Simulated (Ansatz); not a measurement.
Two states of SrVO$_{3}$

```
V O Sr
1.0
     3.84140    0.00000    0.00000
     0.00000    3.84140    0.00000
     0.00000    0.00000    3.84140
V O Sr
1 3 1
Direct
  0.00000 0.00000 0.00000
  0.50000 0.00000 0.00000
  0.00000 0.50000 0.00000
  0.00000 0.00000 0.50000
  0.50000 0.50000 0.50000
```

Single point in Ansatz 0.2.0 with r2SCAN. Cutoff 500 eV, PAW datasets, 6×6×6 Γ-centred k mesh, fermi-dirac filling (width 0.1 eV).

State A: no moments (no spin polarisation). State B: V1 up (collinear spin).

Question: Which state is lower, and how do they differ?

Answer: State B is lower by 11.8 meV an atom at zero smearing.

| state | free energy (meV/atom) | largest moment in a small sphere (μB) | net moment (μB/cell) | gap on mesh (eV) | pressure (GPa) | largest force (eV/Å) |
| --- | --- | --- | --- | --- | --- | --- |
| A | 11.7 | 0.00 | 0.00 | metal | -1.9 | 0.00 |
| B | 0.0 | 0.78 | 0.94 | metal | -0.2 | 0.00 |

Origin: a known structure type with other elements, at an estimated volume, so it need not be a known compound. Caveats: semilocal functionals often miss the gap of such magnets; odd electron count without spin polarisation, so a magnetic state may lie lower; correlation that this level lacks may open a gap in such a compound.
